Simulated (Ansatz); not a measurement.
Input:

Starting cell, HfN (rock salt):

```xyz
4
Lattice="0.0000 4.5479 4.5479 2.2739 0.0000 2.2739 2.2739 2.2739 0.0000" Properties=species:S:1:pos:R:3 pbc="T T T"
N      0.0000     0.0000     0.0000
N      2.2739     2.2739     4.5479
Hf     2.2739     2.2739     2.2739
Hf     2.2739     4.5479     4.5479
```

A phonon eigenvector at L = (0.5, 0.0, 0.0) is frozen into this cell: atom i moves by Q times the vector below, so Q is the largest atomic displacement, in Å. The cell is held. (q is in reciprocal vectors of the primitive cell; the cell shown is doubled to hold the pattern.)

| atom | x | y | z |
|---|---|---|---|
| N1 | 0.577 | -0.577 | -0.577 |
| N2 | -0.577 | 0.577 | 0.577 |

Atoms not listed stay in place.

Computed with PBE (plane waves to 420 eV, PAW, scalar-relativistic; Ansatz, a program for electronic structure). k mesh 9×18×18 (Γ-centred), Fermi-Dirac smearing 0.05 eV. E stands for the smeared free energy. With partly filled bands, energies and forces of such displacements shift with the k mesh and the smearing. HfN is run without spin polarisation. HfN was relaxed with its symmetry unable to fall. Spin-orbit coupling is left out, though Hf is heavy. ΔE is measured from the undisplaced structure.

The scan covers Q from -0.100 to 0.100 Å in 13 points.

Which space group does the distorted structure have?

R-3m (No. 166), lowered from Fm-3m.

Is this a single well or a double well?

A single well with its minimum at or next to zero displacement.

What is the energy change at Q = 0.100 Å?

123 meV/cell.

What harmonic wavenumber does the curvature at Q = 0 give?

488 cm⁻¹.

(A displaced cell: forces are minus the slopes of the energy, force constants its curvatures, and phonons follow from these.)
